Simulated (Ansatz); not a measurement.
A generator proposed this cell of Sr₂Br₃.

Space group Pm-3m (No. 221). a = 5.528 Å, b = 5.528 Å, c = 5.528 Å, α = 90.00°, β = 90.00°, γ = 90.00°
```
atom  site  symmetry       x       y       z
  Sr    1a      m-3m  0.0000  0.0000  0.0000
  Sr    1b      m-3m  0.5000  0.5000  0.5000
  Br    3c    4/mm.m  0.0000  0.5000  0.5000
```

Theory: DFT PBE, scalar-relativistic, plane waves, PAW (Ansatz). Plane waves to 420 eV, a k mesh through Γ of 4×4×4 on the computed 5-atom cell and Gaussian smearing (0.10 eV); no spin polarisation.

Formation energies are uncorrected and refer to the elements' standard structures at the same level. The references include crystalline Br.

Question: Estimate its pressure, forces and energy as it stands.

Answer: The pressure is 7.1 GPa (it wants to expand), the largest force is 0.00 eV/Å (symmetry fixes the atoms), and the energy is −1.45 eV/atom against the elements. The shortest distance is 2.76 Å.

Question: Is it a good guess?

Answer: A fair one: relaxing gains about 0.15 eV/atom (the start's value is from the coarse mesh, so the gain is rough) in 7 ionic steps and ends at −1.60 eV/atom on the finer mesh. The symmetry stays Pm-3m (No. 221). The volume per atom grows by 25.6 %, from 33.8 to 42.5 Å³. The shortest distance goes from 2.76 Å (Sr–Br) to 2.98 Å (Sr–Br). Conventional cell: a = 5.965 Å. Sr on its first site has 12 Br at 4.22 Å; around Sr on its second site lie 6 Br at 2.98 Å; Br is surrounded by 2 Sr at 2.98 Å, 4 Sr at 4.22 Å and 8 Br at 4.22 Å.

The last run used a 6×6×6 mesh for its 5-atom cell and Gaussian smearing of 0.10 eV. An odd number of electrons in the primitive cell allows no gap without spin; a larger cell or a magnetic state could open one. The reference form of Br is held partly by dispersion forces, which this level lacks. The relaxation can't lower the symmetry of the start, and the grade says only how near the guess is to its own end. Symmetry constrained the relaxation, so the result can be a saddle point.
